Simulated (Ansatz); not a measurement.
All numbers below come from DFT PBE, scalar-relativistic, plane waves, PAW, and for the lanthanide a 4f-in-core norm-conserving potential, in Ansatz. Settings: cutoff 660 eV, Γ-centred meshes spaced at most about 0.3 Å⁻¹, and about 0.25 Å⁻¹ or finer for metals (2π included), Gaussian smearing. No spin polarisation in the final relaxations.

Temperature and zero-point effects are left out. All come from trial cells, and lower structures may exist.

Task: Which of these relaxed structures of PrAs₃Au₂ is the lowest in energy?
A.

```xyz
6
Lattice="4.2696 0.0000 0.0000 0.0000 4.2696 0.0000 0.0000 0.0000 7.7157" Properties=species:S:1:pos:R:3 pbc="T T T"
Pr    0.0000    0.0000    4.6463
As    2.1348    0.0000    7.6077
As    0.0000    2.1348    7.6077
As    2.1348    2.1348    3.4296
Au    2.1348    2.1348    5.9839
Au    0.0000    0.0000    1.5875
```

B.

```xyz
6
Lattice="5.8741 0.0000 0.0000 -2.9371 5.0871 0.0000 0.0000 0.0000 4.4516" Properties=species:S:1:pos:R:3 pbc="T T T"
Pr    0.0000    0.0000    2.2258
As   -1.4685    2.5436    0.0000
As    2.9371    0.0000    0.0000
As    1.4685    2.5436    0.0000
Au    0.0000    3.3914    2.2258
Au    2.9371    1.6957    2.2258
```

C.

```xyz
6
Lattice="5.2664 0.0000 0.0000 -2.6332 4.5608 0.0000 0.0000 0.0000 10.1992" Properties=species:S:1:pos:R:3 pbc="T T T"
Pr    0.0000    0.0000    5.0996
As    0.0000    0.0000    0.0000
As    0.0000    0.0000    8.0399
As    0.0000    0.0000    2.1593
Au    0.0000    3.0405    5.0996
Au    2.6332    1.5203    5.0996
```

Result: A. It has space group P4mm (No. 99); the next, B, with space group P6/mmm (No. 191), lies 30 meV/atom higher. Counting As atoms around Au and Pr (those within 1.25 times the shortest such distance or 1.15 times the sum of covalent radii, 1.27 where that leaves under three; a plus sign parts nearer from farther groups; a slash parts the counts of unlike sites), the lowest has Pr 4+4, Au 4/5 and the next has Pr 12, Au 6.

These runs have no spin–orbit coupling, which can matter for Au. Cells relaxed within their symmetry can be saddle points. Some types were kept out of the candidates beforehand, so the set may lack a known form.

The lanthanide is trivalent by construction, without f bands, f moments or other valences.
